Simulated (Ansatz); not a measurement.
**Ansatz 0.2.0, relaxation: MgGeI3**

The input file (Ansatz 0.2.0, plane waves):

```yaml
crystal:
  lattice:
    - [3.918481, 2.262332, 3.316049]
    - [-3.918481, 2.262332, 3.316049]
    - [0.0, -4.524673, 3.316049]
  atoms:
    - { symbol: I, position: [0.50693, 0.99874, 0.50693] }
    - { symbol: I, position: [0.50693, 0.50693, 0.99874] }
    - { symbol: I, position: [0.99874, 0.50693, 0.50693] }
    - { symbol: Mg, position: [0.01, 0.01, 0.01] }
    - { symbol: Ge, position: [0.53943, 0.53943, 0.53943] }
  symmetry: { tolerance: 0.0003 }
kpoints:
  mp_grid: { grid: [6, 6, 6], shift: [0, 0, 0] }
magnetization:
  spin_polarized: false
scf:
  occupations: { method: fermi_dirac, width: 0.0513 }
  lower_state_search: "off"
hamiltonian:
  pseudopotentials: { kind: paw }
  xc: r2scan
basis:
  ecutwfc: 500
  fft_grid_basis: typed
relax:
  max_steps: 80
  cell: { p_target: 5.0 }
output:
  forces: true
  stress: true
  eigenvalues: true
  bader: true
  populations: true
  elf: true
  write_potential: true
  volumetric_format: npy
  dos:
    e_range: [-12, 8]
    de: 0.05
    projected: { site_lists: { Ge: [Ge], I: [I], Mg: [Mg] } }
  write_density: true
checkpoint:
  read: saved_state
```

Launch command:

```bash
ansatz run input.yaml --threads 2 --pin off --max-ram 3584MiB --backend cpu --events-out ev --progress --plain --runs-dir out
```

Origin of the cell: a known structure type with other elements, at an estimated volume, so it need not be a known compound.

The saved state is a converged single point of the same cell.

Output (shortened):

```
Warning: crystal.lattice misses the space group found at crystal.symmetry.tolerance 3.0e-4 in a digit that the deck types, which is why this is a warning: making the lattice exact moves one o […]
Pseudopotentials: kind: paw
Pseudopotential: I, paw, valence charge 17, recommended cutoff 500 eV (meta_gga), I.paw.azcp
Pseudopotential: Mg, paw, valence charge 10, recommended cutoff 500 eV (meta_gga), Mg.paw.azcp
Pseudopotential: Ge, paw, valence charge 14, recommended cutoff 500 eV (meta_gga), Ge.paw.azcp
Functional definition: r2SCAN
  exchange = r2scan_x(k0 = k0, k1 = k1, a1 = a1)
  correlation = r2scan_c
Crystal: 5 atoms, lattice volume = 176.379 Å³
Basis set: ecut = 500 eV, 4489 PW (Γ), exchange–correlation on 180×180×180 points (64 copies of the dense FFT grid, shifted against one another)
Bands: 45, of which v1, the nominal top of the filled ones, is band 38 counted from 1 (37 counted from 0)
[… 13 lines left out …]
Initial density: read from a saved state, or passed on in memory by an earlier SCF of this step, an earlier step, the calling program or the single point that the run made first
Functional: x = r2scan, c = r2scan; τ floored in thin density (d = 2e-4 eV/Å³)
SCF iter   1: F=-28813.418879 eV  HF=-28813.418015 eV  Δρ=1.24e-3  dr2=3.74e-3  dr2_τ=7.66e-5
SCF iter   2: F=-28813.420100 eV  HF=-28813.420223 eV  Δρ=3.13e-4  dr2=3.37e-4  dr2_τ=6.22e-6
SCF iter   3: F=-28813.420234 eV  HF=-28813.420328 eV  Δρ=1.99e-4  dr2=1.07e-4  dr2_τ=1.35e-6
SCF iter   4: F=-28813.420281 eV  HF=-28813.420298 eV  Δρ=7.61e-5  dr2=3.00e-5  dr2_τ=2.17e-7
SCF iter   5: F=-28813.420270 eV  HF=-28813.420275 eV  Δρ=3.91e-5  dr2=9.17e-6  dr2_τ=4.75e-8
SCF iter   6: F=-28813.420273 eV  HF=-28813.420273 eV  Δρ=1.51e-5  dr2=9.00e-7  dr2_τ=7.84e-9
SCF iter   7: F=-28813.420273 eV  HF=-28813.420273 eV  Δρ=4.92e-6  dr2=5.53e-8  dr2_τ=8.15e-10
relax step   1: F+E_penalty+E_count = -28813.420273 eV  Δ(F+E_penalty+E_count) = +0.000e0 eV  max|allowed force component| = 1.070e0 eV/Å  Δτ_max = 0.0000 Å  P = +3.806 GPa  Ω = 176.379 Å³  ( […]
relax step   2: F+E_penalty+E_count = -28813.140298 eV  Δ(F+E_penalty+E_count) = +2.800e-1 eV  max|allowed force component| = 5.594e-1 eV/Å  Δτ_max = 0.1946 Å  P = +5.523 GPa  Ω = 163.090 Å³ […]
relax step   3: F+E_penalty+E_count = -28813.330626 eV  Δ(F+E_penalty+E_count) = -1.903e-1 eV  max|allowed force component| = 1.104e-1 eV/Å  Δτ_max = 0.2000 Å  P = +4.833 GPa  Ω = 165.098 Å³ […]
relax step   4: F+E_penalty+E_count = -28813.307090 eV  Δ(F+E_penalty+E_count) = +2.354e-2 eV  max|allowed force component| = 1.049e-1 eV/Å  Δτ_max = 0.0457 Å  P = +5.053 GPa  Ω = 164.140 Å³ […]
relax step   5: F+E_penalty+E_count = -28813.297327 eV  Δ(F+E_penalty+E_count) = +9.762e-3 eV  max|allowed force component| = 1.974e-1 eV/Å  Δτ_max = 0.1453 Å  P = +5.289 GPa  Ω = 163.267 Å³ […]
relax step   6: F+E_penalty+E_count = -28813.353088 eV  Δ(F+E_penalty+E_count) = -5.576e-2 eV  max|allowed force component| = 3.111e-1 eV/Å  Δτ_max = 0.1947 Å  P = +5.344 GPa  Ω = 163.624 Å³ […]
relax step   7: F+E_penalty+E_count = -28813.446935 eV  Δ(F+E_penalty+E_count) = -9.385e-2 eV  max|allowed force component| = 3.597e-1 eV/Å  Δτ_max = 0.1966 Å  P = +5.387 GPa  Ω = 164.397 Å³ […]
relax step   8: F+E_penalty+E_count = -28813.725575 eV  Δ(F+E_penalty+E_count) = -2.786e-1 eV  max|allowed force component| = 3.914e-1 eV/Å  Δτ_max = 0.1823 Å  P = +4.667 GPa  Ω = 168.744 Å³ […]
relax step   9: F+E_penalty+E_count = -28813.797515 eV  Δ(F+E_penalty+E_count) = -7.194e-2 eV  max|allowed force component| = 3.476e-1 eV/Å  Δτ_max = 0.0937 Å  P = +4.656 GPa  Ω = 169.806 Å³ […]
relax step  10: F+E_penalty+E_count = -28813.869803 eV  Δ(F+E_penalty+E_count) = -7.229e-2 eV  max|allowed force component| = 1.132e-1 eV/Å  Δτ_max = 0.1994 Å  P = +5.322 GPa  Ω = 170.166 Å³ […]
relax step  11: F+E_penalty+E_count = -28813.999142 eV  Δ(F+E_penalty+E_count) = -1.293e-1 eV  max|allowed force component| = 1.461e-1 eV/Å  Δτ_max = 0.1949 Å  P = +5.045 GPa  Ω = 174.030 Å³ […]
relax step  12: F+E_penalty+E_count = -28814.021646 eV  Δ(F+E_penalty+E_count) = -2.250e-2 eV  max|allowed force component| = 1.602e-2 eV/Å  Δτ_max = 0.0291 Å  P = +4.967 GPa  Ω = 174.550 Å³ […]
relax step  13: F+E_penalty+E_count = -28814.007206 eV  Δ(F+E_penalty+E_count) = +1.444e-2 eV  max|allowed force component| = 3.068e-3 eV/Å  Δτ_max = 0.0149 Å  P = +4.993 GPa  Ω = 174.078 Å³ […]
relax step  14: F+E_penalty+E_count = -28814.006857 eV  Δ(F+E_penalty+E_count) = +3.486e-4 eV  max|allowed force component| = 3.074e-3 eV/Å  Δτ_max = 0.0000 Å  P = +4.992 GPa  Ω = 174.078 Å³  stress off target by 1.20e-2 GPa […]
SCF 14 converged in 6 iterations: F = -28814.006857 eV  dr2 = 6.33e-12
basis re-selected at this cell: Δ(F+E_penalty+E_count) = +3.486e-4 eV, ΔP = -0.001 GPa vs the last step (what re-selecting the basis moved, of the pressure what is left beyond the Pulay corre […]
SCF converged after 6 iterations
Free energy (F): -28814.006857 eV
Harris-Foulkes:  -28814.006857 eV  (|F-HF|=1.46e-11)
Internal energy: -28813.980019 eV  (E = F + TS)
E sigma→0 (E₀):  -28813.993438 eV
Entropy (-TS):   -0.026838 eV (-5.368 meV/atom)
Fermi energy:    7.124363 eV
--- Per-component energies (eV) ---
  E_band       = -1768.088728
  E_kinetic    = 755.252671
  E_local      = -11347.365263  (includes V_loc(G=0)·N_el)
  E_nonlocal   = 239.769077
  E_hartree    = 5361.228463
  E_xc         = -459.767477
  E_vxc        = -527.562086  (∫ρ·V_xc dr)
  E_paw        = -16841.143984  (= ΣΔE_a)
  E_vpaw       = -1641.594078  (= ΣTr[D̂ρ^β])
  E_aug_tail   = -0.000081  (compensation charges beyond the density's cutoff)
  E_vtau       = 30.954238  (kinetic-family band-sum trace: ∫τ·v_τ [+ j·A + Jᵃ·Aᵃ] dr)
  E_ewald      = -6521.060609
  E_core_change = -0.892815  (= ΣΔE_core)
  E_smearing   = -0.026838  (= −TS)
  Σ components = -28814.006857   (vs F -28814.006857, Δ=0.00e0)
--- Forces (eV/Å), atoms counted from 1 ---
  atom   1  I     -0.002662     0.001537     0.000455
  atom   2  I     -0.000000    -0.003074     0.000455
  atom   3  I      0.002662     0.001537     0.000455
  atom   4  Mg    -0.000000    -0.000000     0.000615
  atom   5  Ge    -0.000000     0.000000    -0.001982
  max |Σ_I F_I| component: 6.45e-7 eV/Å
--- Stress (GPa, compression-positive) ---
        4.987962      -0.000000       0.000000
       -0.000000       4.987962      -0.000000
        0.000000      -0.000000       4.999085
  P = ⅓ Tr σ = 4.9917 GPa (49.917 kbar)
--- Relaxed structure (13 steps of the walk, 13 accepted, 1 SCFs on fresh bases) ---
  F+E_penalty+E_count = -28814.006857 eV   max|allowed force component| = 3.074e-3 eV/Å   (the final SCF, on the basis selected at the relaxed cell)
  cell:  # Å, volume = 174.0779 Å³
    - [3.894700, 2.248605, 3.312876]
    - [-3.894700, 2.248605, 3.312876]
    - [0.0, -4.497214, 3.312873]
  atoms:
    - { symbol: I, position: [0.481891, 0.979501, 0.481891] }
    - { symbol: I, position: [0.481891, 0.481891, 0.979501] }
    - { symbol: I, position: [0.979501, 0.481891, 0.481891] }
    - { symbol: Mg, position: [0.137937, 0.137937, 0.137937] }
    - { symbol: Ge, position: [0.480810, 0.480810, 0.480810] }
--- Löwdin populations: 5 sites ---
  site symbol       q [e]
     0      I     17.1769
     1      I     17.1769
     2      I     17.1769
     3     Mg      8.9340
     4     Ge     14.1387
  spilling = 0.005289 (of n_electrons = 75.000000)
--- Bader charges: 5 sites ---
  site symbol  charge [e]  shift [e]
     0      I     -0.5917     0.0002
     1      I     -0.5917     0.0002
     2      I     -0.5917     0.0002
     3     Mg      1.2816     0.0004
     4     Ge      0.4935     0.0001
  estimated error of the sums over rays = 3.1e-4 e
```

Before:

Space group R3m (No. 160); the run's cell has a = 5.610 Å, b = 5.610 Å, c = 5.610 Å, α = 88.62°, β = 88.62°, γ = 88.62°. Shortest distances: Ge–I 2.58 Å.

After:

Space group R3m (No. 160); the run's cell has a = 5.586 Å, b = 5.586 Å, c = 5.586 Å, α = 88.42°, β = 88.42°, γ = 88.42°. Shortest distances: Ge–I 2.79 Å, I–Mg 2.86 Å, Ge–Mg 3.41 Å.

- Enthalpy lowered by: 131.7 meV/atom
- Volume change: -1.30 %
- Final pressure: 4.99 GPa
- Relaxation steps listed: 14

Caveats: no moments, though an odd count or open d shells may carry them; no spin-orbit coupling, though heavy elements are present; the relaxation held the start's symmetry, so the end may be a saddle point.

Time: 7.5 min on 2 threads of Intel(R) Xeon(R) Platinum 8259CL CPU @ 2.50GHz (Skylake/Cascade Lake), with other jobs on the host, peak memory 1.1 GiB, from a saved density.
